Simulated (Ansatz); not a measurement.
The start is a generated trial cell of Be in the AFLOW prototype A_aP4_2_aci. A full variable-cell relaxation at zero pressure is run with PBE (plane waves to 420 eV, PAW, scalar-relativistic; Ansatz, a quantum-chemistry and plane-wave program). The first steps use a coarse 15×13×6 k-mesh.

Input geometry:
```yaml
crystal:
  lattice:
    - [2.18560, 0.00000, 0.00000]
    - [0.21879, 2.57856, 0.00000]
    - [0.09515, 0.42837, 5.78348]
  atoms:
    - { symbol: Be, position: [0.00000, 0.00000, 0.00000] }
    - { symbol: Be, position: [0.00000, 0.00000, 0.50000] }
    - { symbol: Be, position: [0.43300, 0.57200, 0.25900] }
    - { symbol: Be, position: [0.56700, 0.42800, 0.74100] }
```

**Question.** How large is the pressure on the unrelaxed cell, and of which sign?

**Answer.** +4.5 GPa (positive: the cell is compressed).

**Question.** What is the largest force in the starting geometry, and on which atom (counted from 1)?

**Answer.** 1.73 eV/Å, on Be3, Be4 (atoms numbered as listed).

**Question.** What symmetry does the relaxed structure have?

**Answer.** The space group goes from P-1 (No. 2) to Fm-3m (No. 225); the end is fcc (Cu type), with 1 atom in the primitive cell.

**Question.** By how much does the energy per atom fall from start to end?

**Answer.** 0.20 eV/atom.

**Question.** How do the shortest distances between atoms change?

**Answer.** The closest pairs of elements (up to four, under 3.6 Å), start → end: Be–Be 2.00 → 2.23 Å.

Final values are on a 25×25×25 k-mesh of the relaxed cell. No spin polarisation in the result.

The run could not lose the symmetry of its start, so the end can be a saddle point.

The relaxed structure here is a generated cell of Be: the first start was made by placing the elements on the sites of a structure type, and the end was not matched to a known phase here, so it may be hypothetical. Known forms of Be include space group No. 194.
